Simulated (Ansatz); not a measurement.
Given:

In2Ge2O7:
```xyz
11
Lattice="3.3505 4.4118 0.0000 -3.3505 4.4118 0.0000 -1.0682 0.0000 4.8277" Properties=species:S:1:pos:R:3 pbc="T T T"
In     0.0000     6.1133     0.0000
In     0.0000     2.7103     0.0000
Ge     1.1502     4.4118     2.8627
Ge    -2.2185     4.4118     1.9650
O     -1.9689     2.9527     1.0215
O      0.9007     5.8710     3.8062
O      0.9007     2.9527     3.8062
O     -1.9689     5.8710     1.0215
O     -0.5341     0.0000     2.4139
O     -1.3887     4.4118     3.5095
O      0.3204     4.4118     1.3183
```

This is the r²SCAN-relaxed structure. Tensor components refer to the Cartesian frame of this cell.

**Question.** All from plane-wave PAW r²SCAN (Ansatz code), unless another level is named. Estimate the Born charges (a third of the trace).

**Answer.** In +3.42, Ge +3.63, O -2.07 to -1.97 e.

**Question.** What about the electronic dielectric constant ε∞ (DFPT)?

**Answer.** 3.72 (xx), 3.54 (yy), 3.49 (zz).

**Question.** And the Bader charges?

**Answer.** In +2.04, Ge +2.54, O -1.37 to -1.29 e.

Space group C2/m. The workflow started from a Materials Project entry (that database holds measured and hypothetical structures alike); the Crystallography Open Database files this formula in space group No. 12, but the cells were not matched. Its standing as an ambient phase is unchecked. The r²SCAN relaxation kept the symmetry of its start; its stability against distortions is not shown here. Scalar-relativistic: spin–orbit coupling is off unless named, which matters more the heavier the elements.

Potentials: the later of the program's two PAW sets.
